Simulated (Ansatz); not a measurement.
Relaxation of a relaxed C cell deformed by the Cartesian strain tensor (xx, yy, zz, yz, xz, xy) = (-0.005, -0.018, 0.057, -0.003, -0.040, -0.024); 2 atoms in the cell, which starts as P-1 (No. 2), aP2; a = 2.4248 Å, b = 2.4806 Å, c = 2.5451 Å, α = 61.19°, β = 89.20°, γ = 63.21°. The numbers are results of PBEsol (plane waves to 420 eV, PAW, scalar-relativistic; Ansatz, an electronic-structure program), not measurements. Γ-centred k-mesh 11×11×11 on the run's cell (coarser than for final values), Fermi–Dirac smearing 0.05 eV. This is the first round of the run. 

The optimiser's lines from the output (shortened; P is positive under compression):

```
relax step   1: F+E_penalty+E_count = -493.05982471 eV  Δ(F+E_penalty+E_count) = +0.000e0 eV  max|allowed force component| = 2.842e-1 eV/Å  Δτ_max = 0.0000 Å  P = -9.249 GPa  Ω = 11.563 Å³  (6 SCF iters, dr2 threshold 1.00e-7 eV, accepted)
relax step   2: F+E_penalty+E_count = -493.29224195 eV  Δ(F+E_penalty+E_count) = -2.324e-1 eV  max|allowed force component| = 1.003e0 eV/Å  Δτ_max = 0.0139 Å  P = -7.345 GPa  Ω = 11.444 Å³  (6 SCF iters, dr2 threshold 2.00e-7 eV, accepted)
relax step   3: F+E_penalty+E_count = -493.32539647 eV  Δ(F+E_penalty+E_count) = -3.315e-2 eV  max|allowed force component| = 7.875e-1 eV/Å  Δτ_max = 0.0029 Å  P = -1.828 GPa  Ω = 11.274 Å³  (6 SCF iters, dr2 threshold 2.00e-7 eV, accepted)
relax step   4: F+E_penalty+E_count = -493.33710605 eV  Δ(F+E_penalty+E_count) = -1.171e-2 eV  max|allowed force component| = 6.353e-3 eV/Å  Δτ_max = 0.0110 Å  P = +0.072 GPa  Ω = 11.218 Å³  (6 SCF iters, dr2 threshold 2.00e-7 eV, accepted)
relax step   5: F+E_penalty+E_count = -493.33710167 eV  Δ(F+E_penalty+E_count) = +4.376e-6 eV  max|allowed force component| = 9.996e-5 eV/Å  Δτ_max = 0.0001 Å  P = +0.000 GPa  Ω = 11.220 Å³  (6 SCF iters, dr2 threshold 1.11e-7 eV, accepted)
relax step   6: F+E_penalty+E_count = -493.33751929 eV  Δ(F+E_penalty+E_count) = -4.176e-4 eV  max|allowed force component| = 2.826e-3 eV/Å  Δτ_max = 0.0000 Å  P = -0.007 GPa  Ω = 11.220 Å³  stress off target by 4.40e-1 GPa  SCF on the basis re-selected at this cell (its energy is not comparable with the rows above)  (9 SCF iters)
relax step   7: F+E_penalty+E_count = -493.33753109 eV  Δ(F+E_penalty+E_count) = -1.180e-5 eV  max|allowed force component| = 2.662e-5 eV/Å  Δτ_max = 0.0000 Å  P = -0.000 GPa  Ω = 11.219 Å³  (6 SCF iters, dr2 threshold 2.00e-7 eV, accepted)
relax step   8: F+E_penalty+E_count = -493.33750710 eV  Δ(F+E_penalty+E_count) = +2.399e-5 eV  max|allowed force component| = 4.462e-5 eV/Å  Δτ_max = 0.0000 Å  P = -0.001 GPa  Ω = 11.219 Å³  stress off target by 7.25e-3 GPa  SCF on the basis re-selected at this cell (its energy is not comparable with the rows above)  (7 SCF iters)
```

From the first to the last row the energy changes by -0.14 eV/atom and the volume by -3.0 %. The last row is marked as not comparable with the walk above it, whose basis was carried along; it does compare with step 1, since both stand on a basis selected at the nominal cutoff for their own cell.

Later rounds, restarted from the end of this one on a renewed k-mesh, logged 2 more steps and released under 1 meV/atom more. The final structure after all rounds: Fd-3m, origin choice 1 (No. 227), cF8, diamond type; a = b = c = 3.5537 Å, α = β = γ = 90.00°. Between re-selections the logged energies stand on a plane-wave basis carried along with the cell. No spin polarisation in the result.

The run could not lose the symmetry of its start.
